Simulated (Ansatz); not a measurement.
ZrCuGe in space group Pnma (No. 62; Zr on 4c, Cu on 4c, Ge on 4c), the program Ansatz at the r²SCAN level (PAW), all energies at zero smearing, with the estimated change up to a 700 eV cutoff added, with one set of potentials and settings (totals compare only within such a set). Cell of 12 atoms (4 Zr, 4 Cu, 4 Ge): -60524.394 eV.

```csv
element,reference phase,E (eV/atom)
Zr,"P6_3/mmc, 2 atoms in the cell",-4195.0260
Cu,"Fm-3m, 1 atoms in the cell",-6631.2396
Ge,"Fd-3m, 2 atoms in the cell",-4302.9041
```

Formation energy per atom, worked out: (-60524.394 − 4×(-4195.0260) − 4×(-6631.2396) − 4×(-4302.9041))/12 = -0.643 eV/atom (-62 kJ per mol of atoms), at 0 K, without zero-point energy or fitted corrections.

The first step of the workflow began from a Materials Project structure, measured or hypothetical; the Crystallography Open Database copy checked does not list it. Whether it is the stable phase at ambient conditions was not checked. The cell was relaxed with r²SCAN under the symmetry of its start; whether a distortion lowers the energy is not shown. No spin polarisation was allowed. The references are the lowest solids computed at this level, not always the standard phases.

Potentials: the later of the program's two PAW sets.
